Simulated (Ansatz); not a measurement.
Given:

Sn:
```xyz
1
Lattice="3.0565 0.0000 0.0000 0.0000 3.0565 0.0000 0.0000 0.0000 3.0565" Properties=species:S:1:pos:R:3 pbc="T T T"
Sn     1.5283     1.5283     1.5283
```

This is the r²SCAN-relaxed structure.

Q: All from plane-wave PAW r²SCAN (Ansatz code), unless another level is named. Predict the Debye temperature from the elastic constants.

A: 168 K.

Q: What about the elastic constants (relaxed ions, GPa)?

A: C11 = 117, C12 = 20.9, C44 = 6.2.

Space group Pm-3m. The cell is a constructed one: a structure type filled with these elements; neither database checked (COD, Materials Project) lists it. It is not the phase usual at ambient conditions (space group No. 141). The cell was relaxed with r²SCAN under the symmetry of its start; its stability against distortions is not shown here. As this level gives no gap, shear constants depend on the k-mesh and smearing (Fermi–Dirac, 0.1 eV here). Scalar-relativistic: spin–orbit coupling is off unless named, which matters more the heavier the elements.

Potentials: the later of the program's two PAW sets.
